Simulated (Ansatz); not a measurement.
# Ir (bcc): energy against volume

All numbers below come from Ansatz 0.2.0, DFT, r2SCAN, plane waves (500 eV) with PAW, scalar-relativistic. (PAW data from PBE, frozen cores regenerated.)

The cell is scaled uniformly from the relaxed one, with fractional coordinates and shape fixed. Energies are extrapolated to zero smearing, pressures are those at the given smearing. Magnetic state: ferromagnetic.

A Birch-Murnaghan fit gives V₀ = 14.84 Å³/atom, B₀ = 319 GPa, B₀′ = 5.0.

(1) What are the energy above the minimum and the pressure at 13.024 Å³/atom?

(2) What are the energy above the minimum and the pressure at 14.208 Å³/atom?

(3) What are the energy above the minimum and the pressure at 16.576 Å³/atom?

Answers

(1) 285.3 meV/atom and 57.39 GPa as computed.

(2) 28.7 meV/atom and 15.35 GPa as computed.

(3) 162.8 meV/atom and -26.70 GPa as computed.
